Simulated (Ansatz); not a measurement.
Starting cell, BN (h-BN type, space group P6_3/mmc):

```xyz
4
Lattice="2.5064 0.0000 0.0000 -1.2532 2.1706 0.0000 0.0000 0.0000 6.6147" Properties=species:S:1:pos:R:3 pbc="T T T"
B      0.0000     1.4471     1.6537
B      1.2532     0.7235     4.9610
N      0.0000     1.4471     4.9610
N      1.2532     0.7235     1.6537
```

In each cell atom 4 (N, nearest neighbour B at 1.447 Å; its periodic images, 2.5 Å or more away, move with it) moves by s·(-0.866, 0.500, 0.000) (towards the nearest neighbour), the rest being held.

Calculation: PBE-D3(BJ) (plane waves to 420 eV, PAW, scalar-relativistic; Ansatz, an electronic-structure program). k mesh 12×12×4 (Γ-centred), Fermi-Dirac smearing 0.05 eV. Stress and pressure are positive under compression. BN was relaxed with its symmetry unable to fall. 

```tsv
s (Å)	P (GPa)
-0.140	3.2
-0.112	2.1
-0.084	1.2
-0.056	0.6
-0.028	0.1
0.000	0.0
0.028	0.1
0.056	0.6
0.084	1.5
0.112	2.7
0.140	(withheld)
```

Q: What belongs in the gaps?

A: 
- 0.140, P (GPa): 4.4

(A displaced cell: forces are minus the slopes of the energy, force constants its curvatures, and phonons follow from these.)
